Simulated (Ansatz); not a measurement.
AlN:
```
AlN
1.0
    0.00000     2.20159     2.20159
    2.20159     0.00000     2.20159
    2.20159     2.20159     0.00000
Al N
1 1
Direct
  0.00000   0.00000   0.00000
  0.25000   0.25000   0.25000
```

Relaxed with PBE. Special points in fractions of this cell's reciprocal vectors: Γ (0.000, 0.000, 0.000); X (0.500, 0.000, 0.500); U (0.625, 0.250, 0.625); K (0.375, 0.375, 0.750); L (0.500, 0.500, 0.500); W (0.500, 0.250, 0.750).

**Question.** List the band energies nearest the valence-band maximum at these points for the program Ansatz at the PBE level (PAW).

**Answer.** In eV from the valence-band maximum; about four levels below and three above (degenerate sets whole), none deeper than 8.9 eV; … stands for higher levels left out; points with the same levels are listed once.

```csv
k,below,above
Γ,0.00 0.00 0.00,3.98 …
X,-4.82 -1.74 -1.74,3.31 8.48 …
U,-4.19 -3.55 -1.35,5.12 9.92 …
L,-5.74 -0.47 -0.47,7.17 9.70 …
W,-3.75 -3.35 -2.63,5.99 11.28 …
```

Space group F-43m (zinc blende). The PBE relaxation kept the symmetry of its start.

Potentials: the later of the program's two PAW sets.
